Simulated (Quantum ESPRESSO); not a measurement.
AlSi2PC4, input and log of a self-consistent run

Simulated, not a measurement. The program is pw.x of Quantum ESPRESSO 7.5 (plane-wave density functional theory). The cell is made up: 8 atoms on a wurtzite lattice, with randomly drawn elements, strain and displacements, not relaxed. PseudoDojo standard norm-conserving files (v0.5 for PBE, v0.4.1 for LDA and PBEsol) set the functional; there is no spin polarisation, spin-orbit coupling or dispersion term, and the masses in the input are unused placeholders.

Input:

```
&control calculation='scf', pseudo_dir='./dojo.nc.sr.pbe.v0_5.standard.upf', outdir='./o', disk_io='medium', tprnfor=.true., tstress=.true. /
&system ibrav=0, nat=8, ntyp=4, nbnd=22, ecutwfc=99.00267394, nosym=.true., tot_charge=0,
 occupations='smearing', smearing='fd', degauss=0.0018374661
/
&electrons conv_thr=7.350e-09, electron_maxstep=60, /
ATOMIC_SPECIES
Al 1.0 Al.upf
C 1.0 C.upf
P 1.0 P.upf
Si 1.0 Si.upf
CELL_PARAMETERS angstrom
3.1074 -0.0206 0.0087
-0.0356 5.3387 -0.0224
0.0142 -0.0211 5.0755
ATOMIC_POSITIONS angstrom
Al -0.043 0.0038 0.0078
Si 1.4721 2.6707 0.0132
P 1.5313 0.8805 2.5351
Si -0.021 3.5475 2.5476
C 0.021 0.0026 1.886
C 1.5128 2.6168 1.9233
C 1.5373 0.8779 4.4683
C -0.0216 3.5495 4.4279
K_POINTS automatic
8 6 6 1 1 1
```

The log is shortened where brackets say so; the opening notice, blank lines, dates and the lines on written files are dropped, and the path of the files is cut. It prints rydbergs, bohrs and kilobars, and counts compression as positive stress.

```
     Program PWSCF v.7.5
     Parallel version (MPI & OpenMP), running on       1 processor cores
     Number of MPI processes:                 1
     Threads/MPI process:                     1
     [start-up lines left out]
     bravais-lattice index     =            0
     lattice parameter (alat)  =       5.8723  a.u.
     unit-cell volume          =     568.1696 (a.u.)^3
     number of atoms/cell      =            8
     number of atomic types    =            4
     number of electrons       =        32.00
     number of Kohn-Sham states=           22
     kinetic-energy cutoff     =      99.0027  Ry
     charge density cutoff     =     396.0107  Ry
     scf convergence threshold =      7.3E-09
     mixing beta               =       0.7000
     number of iterations used =            8  plain     mixing
     Exchange-correlation= PBE
                           (   1   4   3   4   0   0   0)
     [axes and pseudopotential details left out]
   Cartesian axes
     site n.     atom                  positions (alat units)
         1        Al     tau(   1) = (  -0.0138376   0.0012229   0.0025101  )
         2        Si     tau(   2) = (   0.4737278   0.8594423   0.0042478  )
         3        P      tau(   3) = (   0.4927786   0.2833485   0.8158056  )
         4        Si     tau(   4) = (  -0.0067579   1.1416001   0.8198282  )
         5        C      tau(   5) = (   0.0067579   0.0008367   0.6069226  )
         6        C      tau(   6) = (   0.4868253   0.8420970   0.6189259  )
         7        C      tau(   7) = (   0.4947095   0.2825118   1.4379173  )
         8        C      tau(   8) = (  -0.0069510   1.1422437   1.4249164  )
     number of k points=   144  Fermi-Dirac smearing, width (Ry)=  0.0018
     Number of k-points >= 100: set verbosity='high' to print them.
     Dense  grid:    75685 G-vectors     FFT dimensions: (  40,  64,  64)
     Estimated max dynamical RAM per process >      87.02 MB
     Initial potential from superposition of free atoms
     starting charge      31.9960, renormalised to      32.0000
     Starting wfcs are   32 randomized atomic wfcs
     total cpu time spent up to now is       19.5 secs
     per-process dynamical memory:    71.2 Mb
     Self-consistent Calculation
     iteration #  1     ecut=    99.00 Ry     beta= 0.70
     Davidson diagonalization with overlap
     ethr =  1.00E-02,  avg # of iterations =  3.4
     total cpu time spent up to now is       64.3 secs
     total energy              =     -82.79760944 Ry
     estimated scf accuracy    <       1.96183566 Ry
     iteration #  2     ecut=    99.00 Ry     beta= 0.70
     Davidson diagonalization with overlap
     ethr =  6.13E-03,  avg # of iterations =  2.4
     total cpu time spent up to now is      115.4 secs
     total energy              =     -83.14495292 Ry
     estimated scf accuracy    <       1.65631442 Ry
     iteration #  3     ecut=    99.00 Ry     beta= 0.70
     Davidson diagonalization with overlap
     ethr =  5.18E-03,  avg # of iterations =  2.0
     total cpu time spent up to now is      153.3 secs
     total energy              =     -83.54458120 Ry
     estimated scf accuracy    <       0.16672577 Ry
     iteration #  4     ecut=    99.00 Ry     beta= 0.70
     Davidson diagonalization with overlap
     ethr =  5.21E-04,  avg # of iterations =  2.5
     total cpu time spent up to now is      192.4 secs
     total energy              =     -83.55959459 Ry
     estimated scf accuracy    <       0.02009937 Ry
     iteration #  5     ecut=    99.00 Ry     beta= 0.70
     Davidson diagonalization with overlap
     ethr =  6.28E-05,  avg # of iterations =  8.1
     total cpu time spent up to now is      252.9 secs
     total energy              =     -83.56565044 Ry
     estimated scf accuracy    <       0.00177442 Ry
     [iterations 6 to 7 left out]
     iteration #  8     ecut=    99.00 Ry     beta= 0.70
     Davidson diagonalization with overlap
     ethr =  2.24E-07,  avg # of iterations =  3.9
     total cpu time spent up to now is      407.8 secs
     total energy              =     -83.56601784 Ry
     estimated scf accuracy    <       0.00001388 Ry
     iteration #  9     ecut=    99.00 Ry     beta= 0.70
     Davidson diagonalization with overlap
     ethr =  4.34E-08,  avg # of iterations =  2.0
     total cpu time spent up to now is      451.8 secs
     total energy              =     -83.56601847 Ry
     estimated scf accuracy    <       0.00000339 Ry
     iteration # 10     ecut=    99.00 Ry     beta= 0.70
     Davidson diagonalization with overlap
     ethr =  1.06E-08,  avg # of iterations =  2.1
     total cpu time spent up to now is      498.2 secs
     total energy              =     -83.56601915 Ry
     estimated scf accuracy    <       0.00000025 Ry
     iteration # 11     ecut=    99.00 Ry     beta= 0.70
     Davidson diagonalization with overlap
     ethr =  7.91E-10,  avg # of iterations =  3.7
     total cpu time spent up to now is      539.8 secs
     total energy              =     -83.56601919 Ry
     estimated scf accuracy    <       0.00000008 Ry
     iteration # 12     ecut=    99.00 Ry     beta= 0.70
     Davidson diagonalization with overlap
     ethr =  2.61E-10,  avg # of iterations =  2.0
     total cpu time spent up to now is      582.1 secs
     End of self-consistent calculation
     [lines on levels left out]
!    total energy              =     -83.56601921 Ry
     estimated scf accuracy    <          4.8E-09 Ry
     smearing contrib. (-TS)   =      -0.00000000 Ry
     internal energy E=F+TS    =     -83.56601921 Ry
     The total energy is F=E-TS. E is the sum of the following terms:
     one-electron contribution =      20.18175756 Ry
     hartree contribution      =      10.00941527 Ry
     xc contribution           =     -30.17748173 Ry
     ewald contribution        =     -83.57971031 Ry
     convergence has been achieved in  12 iterations
     Forces acting on atoms (cartesian axes, Ry/au):
     atom    1 type  1   force =     0.00628998    0.01510694   -0.06824043
     atom    2 type  4   force =     0.02911580   -0.00657411   -0.07243309
     atom    3 type  3   force =     0.01231659    0.00327905    0.10693434
     atom    4 type  4   force =    -0.01112694   -0.00988024    0.05172878
     atom    5 type  2   force =    -0.01717679    0.02041713    0.10314141
     atom    6 type  2   force =     0.00962145   -0.00696286   -0.01227355
     atom    7 type  2   force =    -0.00746696    0.06066312   -0.10637381
     atom    8 type  2   force =    -0.02157314   -0.07604903   -0.00248364
     Total force =     0.241877     Total SCF correction =     0.000094
     Computing stress (Cartesian axis) and pressure
          total   stress  (Ry/bohr**3)                   (kbar)     P=       33.09
   0.00002858   0.00010011  -0.00000500            4.20       14.73       -0.74
   0.00010011   0.00046183   0.00009151           14.73       67.94       13.46
  -0.00000500   0.00009151   0.00018447           -0.74       13.46       27.14
     init_run     :     18.38s CPU     19.45s WALL (       1 calls)
     electrons    :    514.42s CPU    562.59s WALL (       1 calls)
     forces       :      7.97s CPU      8.06s WALL (       1 calls)
     stress       :     33.56s CPU     33.68s WALL (       1 calls)
     [timing details left out]
     PWSCF        :   9m34.66s CPU  10m24.69s WALL
     JOB DONE.
```

In other units: free energy -1136.974 eV for the cell, pressure 3.31 GPa, largest force component 2.749 eV/Å. This run is the check on a run of the same cell at 1116 eV and a 6 x 4 x 4 mesh: rerunning at 1347 eV and a 8 x 6 x 6 mesh moved values by no more than 0.003 eV in energy, 0.15 GPa in stress and 0.007 eV/Å in force.